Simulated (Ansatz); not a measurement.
Relaxed Zr (hcp, Mg type):

```
CELL_PARAMETERS angstrom
      6.49182     0.00000     0.00000
     -1.62295     2.81104     0.00000
      0.00000     0.00000     5.15116
ATOMIC_POSITIONS crystal
  Zr 0.16667 0.66667 0.75000
  Zr 0.66667 0.66667 0.75000
  Zr 0.33333 0.33333 0.25000
  Zr 0.83333 0.33333 0.25000
```

Scan: atom 4 (Zr, nearest neighbour Zr at 3.185 Å; its periodic images, 3.2 Å or more away, move with it) is displaced along Cartesian [110], direction (0.707, 0.707, 0.000) in Cartesian axes, by s. The other atoms stay.

Level of theory: r2SCAN (plane waves to 500 eV, PAW, scalar-relativistic; Ansatz, a quantum-chemistry and plane-wave program). k mesh 13×13×7 (Γ-centred), Fermi-Dirac smearing 0.05 eV. E stands for the smeared free energy. Left out: 4 of 11 points, with atoms too close for the PAW data. With partly filled bands, energies and forces of such displacements shift with the k mesh and the smearing. The PAW data are Ansatz's earlier set. Zr is run without spin polarisation. Zr was relaxed with its symmetry unable to fall. ΔE is measured from the undisplaced structure.

**Question.** Predict the ΔE (eV/cell) at s (Å) = -0.576, -0.384, -0.192, 0.192, 0.384, 0.576.

**Answer.** 
```json
[
 {"s (Å)": "-0.576", "ΔE (eV/cell)": "0.894"},
 {"s (Å)": "-0.384", "ΔE (eV/cell)": "0.409"},
 {"s (Å)": "-0.192", "ΔE (eV/cell)": "0.109"},
 {"s (Å)": "0.192", "ΔE (eV/cell)": "0.106"},
 {"s (Å)": "0.384", "ΔE (eV/cell)": "0.404"},
 {"s (Å)": "0.576", "ΔE (eV/cell)": "0.902"}
]
```

(A displaced cell: forces are minus the slopes of the energy, force constants its curvatures, and phonons follow from these.)
